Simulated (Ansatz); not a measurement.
Relaxed candidate structures of PtI₂:

A. P2₁/c (No. 14), mP12; a = 6.738 Å, b = 8.533 Å, c = 6.870 Å, α = γ = 90.00°, β = 104.91°; Pt 4e (0.237, 0.127, 0.003); I 4e (0.459, 0.335, 0.247); I 4e (0.014, 0.587, 0.272)

B. I4₁/amd, origin choice 1 (No. 141), tI12, anatase type; a = 5.654 Å, b = 5.654 Å, c = 11.158 Å, α = 90.00°, β = 90.00°, γ = 90.00°; Pt 4b (0.000, 0.000, 0.500); I 8e (0.000, 0.000, 0.266)

**Question.** Order them by energy per atom (lowest first) at the level PBEsol (plane waves to 420 eV, PAW, scalar-relativistic; Ansatz, a first-principles code).

**Answer.** A (reference, the lowest among the structures calculated here), B (+0.05 eV/atom)

**Question.** Give each candidate's band gap.

**Answer.** No gap: B. A: 1.05 eV (no spin-orbit coupling).

Each run could gain symmetry but not lose that of its start, so entries can be saddle points. From databases, or of a type measured for this composition: P2₁/c, mP12; the others are generated cells (placed on structure types, drawn at random, substituted or restacked) that were not matched to a known phase here. Energies are at zero temperature and pressure, without zero-point motion. Each cell has its own k-point mesh; energy differences are given only to the digits this allows. No spin polarisation in the result. Without a van der Waals term the distances between weakly bound units are poorly fixed. Spin-orbit coupling is missing; with elements this heavy it can move band edges by tenths of an eV or more. Gaps of cells over 8 atoms come from the SCF mesh and high-symmetry points alone.
